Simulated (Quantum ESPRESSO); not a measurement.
## Moving one atom in InRu2TaZr4

Calculated results; nothing here was measured. They come from Quantum ESPRESSO 7.5, a public plane-wave density functional program. Each row is one single-point run on a made-up periodic cell of eight metal atoms, with elements, volume, strain and displacements drawn at random and not relaxed, so a cell may be unstable or far from any real phase. There is no spin polarisation or spin-orbit coupling.

Settings: PBE unless stated; PseudoDojo standard norm-conserving files; Fermi-Dirac width 0.25 eV, which means electrons at about 2900 K; cutoff 1143 eV; 6 x 4 x 4 k mesh shifted half a step off Gamma. E is the free energy of the whole cell (internal energy minus TS), so a -TS column is already part of it. Stress is positive in tension, and the pressure P is minus a third of its trace.

Checks: one run of this series was repeated at a higher cutoff and on a denser mesh, which moved values by no more than 0.006 eV, 0.08 GPa and 0.009 eV/Å, and a second program with other atomic files agreed on it to 2 % rms in force and 0.5 GPa in pressure. Known limits: heavy elements are run without spin-orbit coupling, which real alloys of them have; a spin test at this wide smearing found no moment, but such smearing suppresses magnetism that the real alloy may have.

The lattice is face-centred cubic, and the cell vectors in Å are (0.000, 4.230, 0.000); (-4.230, 0.000, -4.230); (-4.230, 0.000, 4.230), a volume of 151.40 Å³. The elements on sites 1 to 8 are Zr Ru Zr Ta Zr In Zr Ru. The runs move the Zr atom on site 1 by u along y from its drawn, already displaced place and keep all else fixed. Forces are on that atom, and E is counted from run 3.

```
run    u (Å)  Fx (eV/Å)  Fy (eV/Å)  Fz (eV/Å)  P (GPa)  E (meV)
  1  -0.1723      0.764      1.597     -0.782     6.56    113.9
  2  -0.1090          ?          ?          ?        ?        ?
  3  -0.0766      0.713      0.786     -0.998     6.32      0.0
  4   0.0871      0.727     -0.586     -1.246     6.27    -16.3
  5   0.1086      0.739     -0.767     -1.267     6.30     -1.8
  6   0.1578      0.775     -1.182     -1.305     6.40     46.1
  7   0.1744      0.790     -1.323     -1.315     6.44     66.9
```

## Worked fit

A parabola through the runs shown gives Fy = 0.144 - 8.41 u + 0.1 u² eV/Å, with an error of 0.01 on the linear term and a scatter of 0.003 eV/Å. Minus its integral from run 1 to run 7 is -47 meV, and the table's energies differ by -47 meV.

## Withheld run

Question: what Fy should run 2 give?

The fit gives 1.062 ± 0.003 eV/Å. The calculation gave 1.059 eV/Å.
